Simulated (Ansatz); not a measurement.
A distorted cell of Cd (hcp, Mg type):

```
CELL_PARAMETERS angstrom
      5.92413     0.00000     0.00000
     -1.48103     2.56522     0.00000
      0.00000     0.00000     5.80108
ATOMIC_POSITIONS crystal
  Cd 0.16667 0.70718 0.75000
  Cd 0.66667 0.62615 0.75000
  Cd 0.33333 0.29282 0.25000
  Cd 0.83333 0.37385 0.25000
```

Level of theory: r2SCAN (plane waves to 500 eV, PAW, scalar-relativistic; Ansatz, an electronic-structure program). k mesh 9×18×8 (Γ-centred), Fermi-Dirac smearing 0.05 eV. Stress and pressure are positive under compression. With partly filled bands, energies and forces of such displacements shift with the k mesh and the smearing. Cd was relaxed with its symmetry unable to fall. The PAW data are Ansatz's earlier set.

Problem. What forces act on the atoms (eV/Å, Cartesian)?

Solution. 
| atom | Fx | Fy | Fz |
|---|---|---|---|
| Cd1 | 0.134 | -0.254 | 0.000 |
| Cd2 | -0.153 | 0.243 | 0.000 |
| Cd3 | -0.134 | 0.254 | 0.000 |
| Cd4 | 0.153 | -0.243 | 0.000 |

Problem. Give the stress tensor in GPa and the pressure.

Solution. 
```
    1.1      0.5      0.0
    0.5      0.5      0.0
    0.0      0.0      0.2
```
The pressure, a third of the trace, is 0.6 GPa.

(A displaced cell: forces are minus the slopes of the energy, force constants its curvatures, and phonons follow from these.)
